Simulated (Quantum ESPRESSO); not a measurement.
# Si2Ge5C: input and log of a self-consistent run

A calculation, not a measurement. The program is pw.x of Quantum ESPRESSO 7.5 (plane-wave density functional theory). The cell is made up: 8 atoms on a zincblende/diamond lattice, with randomly drawn elements, strain and displacements, not relaxed. PseudoDojo standard norm-conserving files (v0.5 for PBE, v0.4.1 for LDA and PBEsol) set the functional; there is no spin polarisation, spin-orbit coupling or dispersion term, and the masses in the input are unused placeholders.

Input:

```
&control calculation='scf', pseudo_dir='./dojo.nc.sr.pbe.v0_5.standard.upf', outdir='./o', disk_io='low', tprnfor=.true., tstress=.true. /
&system ibrav=0, nat=8, ntyp=3, nbnd=51, ecutwfc=82.02448710, nosym=.true., tot_charge=0,
 occupations='smearing', smearing='fd', degauss=0.0073498644
/
&electrons conv_thr=7.350e-09, electron_maxstep=60, /
ATOMIC_SPECIES
C 1.0 C.upf
Ge 1.0 Ge.upf
Si 1.0 Si.upf
CELL_PARAMETERS angstrom
5.7966 -0.0358 -0.0271
-0.0358 5.7937 -0.0187
-0.0271 -0.0187 5.7098
ATOMIC_POSITIONS angstrom
Si 0.1848 0.0187 0.0235
Ge -0.0192 2.8854 2.7465
Si 2.9224 0.039 2.8904
Ge 2.8414 2.8849 -0.1593
C 1.4153 1.4574 1.512
Ge 1.3556 4.4738 4.1246
Ge 4.2951 1.326 4.2393
Ge 4.314 4.1828 1.381
K_POINTS automatic
6 6 6 1 1 1
```

The log is shortened where brackets say so; the opening notice, blank lines, dates and the lines on written files are dropped, and the path of the files is cut. It prints rydbergs, bohrs and kilobars, and counts compression as positive stress.

```
     Program PWSCF v.7.5
     Parallel version (MPI & OpenMP), running on       4 processor cores
     Number of MPI processes:                 4
     Threads/MPI process:                     1
     [start-up lines left out]
     bravais-lattice index     =            0
     lattice parameter (alat)  =      10.9543  a.u.
     unit-cell volume          =    1293.9454 (a.u.)^3
     number of atoms/cell      =            8
     number of atomic types    =            3
     number of electrons       =        82.00
     number of Kohn-Sham states=           51
     kinetic-energy cutoff     =      82.0245  Ry
     charge density cutoff     =     328.0979  Ry
     scf convergence threshold =      7.3E-09
     mixing beta               =       0.7000
     number of iterations used =            8  plain     mixing
     Exchange-correlation= PBE
                           (   1   4   3   4   0   0   0)
     [axes and pseudopotential details left out]
   Cartesian axes
     site n.     atom                  positions (alat units)
         1        Si     tau(   1) = (   0.0318798   0.0032259   0.0040540  )
         2        Ge     tau(   2) = (  -0.0033122   0.4977596   0.4737980  )
         3        Si     tau(   3) = (   0.5041425   0.0067279   0.4986222  )
         4        Ge     tau(   4) = (   0.4901692   0.4976734  -0.0274808  )
         5        C      tau(   5) = (   0.2441530   0.2514157   0.2608347  )
         6        Ge     tau(   6) = (   0.2338542   0.7717741   0.7115337  )
         7        Ge     tau(   7) = (   0.7409466   0.2287479   0.7313206  )
         8        Ge     tau(   8) = (   0.7442070   0.7215738   0.2382360  )
     number of k points=   108  Fermi-Dirac smearing, width (Ry)=  0.0073
     Number of k-points >= 100: set verbosity='high' to print them.
     Dense  grid:   129925 G-vectors     FFT dimensions: (  64,  64,  64)
     Estimated max dynamical RAM per process >     522.30 MB
     Estimated total dynamical RAM >       1.95 GB
     Initial potential from superposition of free atoms
     starting charge      81.9946, renormalised to      82.0000
     Starting wfcs are   57 randomized atomic wfcs
     total cpu time spent up to now is        9.4 secs
     per-process dynamical memory:   448.0 Mb
     Self-consistent Calculation
     iteration #  1     ecut=    82.02 Ry     beta= 0.70
     Davidson diagonalization with overlap
     ethr =  1.00E-02,  avg # of iterations =  3.1
     Threshold (ethr) on eigenvalues was too large:
     Diagonalizing with lowered threshold
     Davidson diagonalization with overlap
     ethr =  4.23E-04,  avg # of iterations =  2.2
     total cpu time spent up to now is       51.5 secs
     total energy              =    -921.66691923 Ry
     estimated scf accuracy    <       0.34950136 Ry
     iteration #  2     ecut=    82.02 Ry     beta= 0.70
     Davidson diagonalization with overlap
     ethr =  4.26E-04,  avg # of iterations =  7.2
     total cpu time spent up to now is       75.3 secs
     total energy              =    -921.59172639 Ry
     estimated scf accuracy    <       1.52211174 Ry
     iteration #  3     ecut=    82.02 Ry     beta= 0.70
     Davidson diagonalization with overlap
     ethr =  4.26E-04,  avg # of iterations =  4.8
     total cpu time spent up to now is       98.7 secs
     total energy              =    -921.81754193 Ry
     estimated scf accuracy    <       0.01608429 Ry
     iteration #  4     ecut=    82.02 Ry     beta= 0.70
     Davidson diagonalization with overlap
     ethr =  1.96E-05,  avg # of iterations =  6.3
     total cpu time spent up to now is      123.4 secs
     total energy              =    -921.82054160 Ry
     estimated scf accuracy    <       0.00417745 Ry
     iteration #  5     ecut=    82.02 Ry     beta= 0.70
     Davidson diagonalization with overlap
     ethr =  5.09E-06,  avg # of iterations =  2.9
     total cpu time spent up to now is      143.4 secs
     total energy              =    -921.82129116 Ry
     estimated scf accuracy    <       0.00057765 Ry
     iteration #  6     ecut=    82.02 Ry     beta= 0.70
     Davidson diagonalization with overlap
     ethr =  7.04E-07,  avg # of iterations =  2.5
     total cpu time spent up to now is      162.5 secs
     total energy              =    -921.82141720 Ry
     estimated scf accuracy    <       0.00007366 Ry
     iteration #  7     ecut=    82.02 Ry     beta= 0.70
     Davidson diagonalization with overlap
     ethr =  8.98E-08,  avg # of iterations =  2.0
     total cpu time spent up to now is      180.1 secs
     total energy              =    -921.82143184 Ry
     estimated scf accuracy    <       0.00000236 Ry
     iteration #  8     ecut=    82.02 Ry     beta= 0.70
     Davidson diagonalization with overlap
     ethr =  2.88E-09,  avg # of iterations =  4.1
     total cpu time spent up to now is      201.2 secs
     total energy              =    -921.82143262 Ry
     estimated scf accuracy    <       0.00000111 Ry
     iteration #  9     ecut=    82.02 Ry     beta= 0.70
     Davidson diagonalization with overlap
     ethr =  1.35E-09,  avg # of iterations =  2.0
     total cpu time spent up to now is      218.6 secs
     total energy              =    -921.82143281 Ry
     estimated scf accuracy    <       0.00000008 Ry
     iteration # 10     ecut=    82.02 Ry     beta= 0.70
     Davidson diagonalization with overlap
     ethr =  9.21E-11,  avg # of iterations =  3.1
     total cpu time spent up to now is      237.4 secs
     total energy              =    -921.82143283 Ry
     estimated scf accuracy    <          9.2E-09 Ry
     iteration # 11     ecut=    82.02 Ry     beta= 0.70
     Davidson diagonalization with overlap
     ethr =  1.12E-11,  avg # of iterations =  2.2
     total cpu time spent up to now is      255.8 secs
     End of self-consistent calculation
     Number of k-points >= 100: set verbosity='high' to print the bands.
     the Fermi energy is     6.4133 ev
!    total energy              =    -921.82143284 Ry
     estimated scf accuracy    <          1.4E-09 Ry
     smearing contrib. (-TS)   =      -0.00174482 Ry
     internal energy E=F+TS    =    -921.81968802 Ry
     The total energy is F=E-TS. E is the sum of the following terms:
     one-electron contribution =    -565.06704257 Ry
     hartree contribution      =     328.82926542 Ry
     xc contribution           =    -227.76389127 Ry
     ewald contribution        =    -457.81801960 Ry
     convergence has been achieved in  11 iterations
     Forces acting on atoms (cartesian axes, Ry/au):
     atom    1 type  3   force =    -0.02053383    0.04400121    0.06291502
     atom    2 type  2   force =     0.04135989   -0.06819436   -0.00416512
     atom    3 type  3   force =    -0.04336094   -0.00023072   -0.09148404
     atom    4 type  2   force =    -0.03465178   -0.02282592    0.03962289
     atom    5 type  1   force =     0.00320343   -0.01782919   -0.02678845
     atom    6 type  2   force =     0.01519582   -0.02378308    0.01712974
     atom    7 type  2   force =     0.05114700    0.02238598    0.03033263
     atom    8 type  2   force =    -0.01235959    0.06647607   -0.02756267
     Total force =     0.194269     Total SCF correction =     0.000212
     Computing stress (Cartesian axis) and pressure
          total   stress  (Ry/bohr**3)                   (kbar)     P=      -77.60
  -0.00053161   0.00007671   0.00007146          -78.20       11.29       10.51
   0.00007671  -0.00056609   0.00002663           11.29      -83.28        3.92
   0.00007146   0.00002663  -0.00048477           10.51        3.92      -71.31
     init_run     :      8.96s CPU      9.30s WALL (       1 calls)
     electrons    :    245.42s CPU    246.40s WALL (       1 calls)
     forces       :      2.63s CPU      2.64s WALL (       1 calls)
     stress       :      9.20s CPU      9.43s WALL (       1 calls)
     [timing details left out]
     PWSCF        :   4m26.41s CPU   4m28.01s WALL
     JOB DONE.
```

In other units: free energy -12542.020 eV for the cell, pressure -7.76 GPa, largest force component 2.352 eV/Å. A rerun of a related cell, with the same atoms placed differently, at 1347 eV and a 8 x 8 x 8 mesh moved values by no more than 0.003 eV in energy, 0.02 GPa in stress and 0.006 eV/Å in force.